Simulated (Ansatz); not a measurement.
Input file for Ansatz (a quantum-chemistry and plane-wave program):

Ansatz 0.2 input:
```yaml
crystal:
  lattice:
    - [3.0319112863, 0.0, 0.0]
    - [0.0, 3.0319112863, 0.0]
    - [0.0, 0.0, 3.6771359533]
  atoms:
    - { symbol: Cd, position: [0.0, 0.0, 0.0] }
    - { symbol: Pd, position: [0.5, 0.5, 0.5] }
kpoints:
  mp_grid: { grid: [13, 13, 11] }
hamiltonian:
  xc: r2scan
  pseudopotentials: { kind: paw }
scf:
  occupations: { method: gaussian, width: 0.1 }
checkpoint: { read: metal.run }
output: { bader: true, populations: true }
```

Output (shortened):

```
Pseudopotential: Cd, paw, valence charge 20
Pseudopotential: Pd, paw, valence charge 18
Functional definition: r2SCAN
Crystal: 2 atoms, lattice volume = 33.802 Å³
Basis set: ecut = 500 eV, 861 PW (Γ), exchange–correlation on 96×96×108 points (64 copies of the dense FFT grid, shifted against one another)
Bands: 27, of which v1, the nominal top of the filled ones, is band 19 counted from 1 (18 counted from 0)
Symmetry: 16 space group operations
Space group: P4/mmm (ITA 123), of the structure as read, at distance tolerance 3.2e-5 Å
k-points: 168 of 1859
Stability of the state it starts from, as read at its close in the unpolarized treatment …
iter 1 solved again at ethr=4.97e-9 eV; its pass at ethr=3.10e-3 eV (dr2=1.89e-6 eV) is discarded
SCF iter   1: F=—  HF=-15254.856426 eV  |F-HF|=—  |Δ(HF+E_count)|=         —  Δρ=1.84e-7  dr2=4.15e-12  dr2_τ=3.45e-12  ethr=4.97e-9  ⟨swp⟩=3.8  Hψ=30696  notcnv=0
preconditioner: auto → none
SCF iter   2: F=-15254.856426 eV  HF=-15254.856426 eV  |F-HF|=5.46e-12  |Δ(HF+E_count)|=   4.67e-8  Δρ=1.90e-7  dr2=1.16e-11  dr2_τ=1.05e-12  ethr=1.00e-12  ⟨swp⟩=5.2  Hψ=15775  notcnv=0
SCF 1 converged in 2 iterations: F = -15254.856426 eV  dr2 = 1.16e-11
SCF converged after 2 iterations
Free energy (F): -15254.856426 eV
Harris-Foulkes:  -15254.856426 eV  (|F-HF|=5.46e-12)
Internal energy: -15254.855319 eV  (E = F + TS)
E sigma→0 (E₀):  -15254.855872 eV
Entropy (-TS):   -0.001107 eV (-0.554 meV/atom)
Fermi energy:    18.071097 eV
--- Per-component energies (eV) ---
  E_band       = -530.636439
  E_kinetic    = 1023.030770
  E_local      = -4472.693595  (includes V_loc(G=0)·N_el)
  E_nonlocal   = 251.269190
  E_hartree    = 2010.641023
  E_xc         = -330.008406
  E_vxc        = -480.603069  (∫ρ·V_xc dr)
  E_paw        = -7877.395136  (= ΣΔE_a)
  E_vpaw       = -907.615183  (= ΣTr[D̂ρ^β])
  E_aug_tail   = 0.000118  (compensation charges beyond the density's cutoff)
  E_vtau       = 34.693137  (kinetic-family band-sum trace: ∫τ·v_τ [+ j·A + Jᵃ·Aᵃ] dr)
  E_ewald      = -5858.682426
  E_core_change = -1.016857  (= ΣΔE_core)
  E_smearing   = -0.001107  (= −TS)
  E_closure    =  0.000000  (closes the sum)
  Σ components = -15254.856426   (vs F -15254.856426, Δ=0.00e0)
  [band-id]    e_kinetic+e_local+e_nonlocal+2·e_hartree+e_vxc+e_vpaw+e_augmentation_tail+e_vtau = -530.636585   (vs E_band -530.636439, Δ=-1.47e-4)
--- Band table (eV; the first three rows and the last of 168) ---
  k-point 0: bands = ["-87.5253", "-68.5948", "-47.6666", "-47.6666", "-47.6356", "-33.5467", "-33.4637", "-33.4637", "8.1436", "8.3534", "9.1986", "9.1986", "9.3089", "9.4304", "14.3444", "14.7001", "16.1561", "16.1561", "16.4452", "21.1907", "26.6864", …
  k-point 1: bands = ["-87.5253", "-68.5947", "-47.6666", "-47.6666", "-47.6357", "-33.5474", "-33.4637", "-33.4637", "8.1531", "8.3766", "9.2012", "9.2012", "9.4280", "9.4336", "14.3256", "14.6773", "16.1011", "16.1011", "16.4378", "20.5233", "26.8969", …
  k-point 2: bands = ["-87.5253", "-68.5947", "-47.6666", "-47.6666", "-47.6360", "-33.5493", "-33.4638", "-33.4638", "8.1788", "8.4394", "9.2083", "9.2083", "9.4420", "9.7821", "14.2748", "14.5934", "15.9586", "15.9586", "16.4180", "19.1463", "27.5039", …
  k-point 167: bands = ["-87.5219", "-68.5844", "-47.6936", "-47.6935", "-47.6325", "-33.5404", "-33.5360", "-33.5360", "8.3982", "8.6841", "8.6924", "9.5278", "9.8267", "13.6051", "13.8314", "13.9048", "16.2152", "17.0508", "21.9137", "22.8471", "23.2553", …
--- Löwdin populations: 2 sites ---
  site symbol       q [e]
     0     Cd     19.4648
     1     Pd     17.6789
  spilling = 0.022534 (of n_electrons = 38.000000)
--- Bader charges: 2 sites ---
  site symbol  charge [e]  shift [e]
     0     Cd      0.4047     0.0000
     1     Pd     -0.4047     0.0000
  shift: an alarm, by how much a part of what the PAW files miss would move the charge. Where it is large, compare
  with a run on PAW files of another source; a small one proves nothing
  estimated error of the sums over rays = 4.8e-4 e
```

Cost: roughly 24 core-seconds on shared cores.

The workflow started from an entry of the Crystallography Open Database (COD). Its standing as an ambient phase is unchecked. Symmetry was held in the r²SCAN relaxation; whether a distortion lowers the energy is not shown. The run is not spin-polarised. Spin–orbit coupling is left out wherever it is not named.

Potentials: the later of the program's two PAW sets.

Ansatz is a plane-wave DFT program.
